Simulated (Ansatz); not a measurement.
Q: Name crystals whose computed values (the program Ansatz at the LDA level (PAW)) fall in these windows: highest Γ mode, no LO–TO term (cm⁻¹) 190 to 240; B₀ by P(V) fit (GPa) 130 to 160.

A: 

| crystal | highest Γ mode, no LO–TO term (cm⁻¹) | B₀ by P(V) fit (GPa) |
|---|---|---|
| BiRh, NiAs type | 211 | 142 |
| SbPt, NiAs type | 190 | 148 |
| ZrNi, Cmcm (Zr on 4c, Ni on 4c) | 226 | 160 |
| BiAu2, cubic Laves (MgCu2 type) | 196 | 134 |
| ZnCu, CsCl type | 218 | 155 |
Others may fit too.

Standing as an ambient phase not checked: BiRh, NiAs type; SbPt, NiAs type; ZrNi, Cmcm (Zr on 4c, Ni on 4c); BiAu2, cubic Laves (MgCu2 type). All cells were relaxed under the symmetry of their starts (and spin orders); stability against distortions was not tested throughout. Rows with no word on spin ran without spin polarisation. Spin–orbit coupling is left out wherever it is not named.

Potentials: the later of the program's two PAW sets.
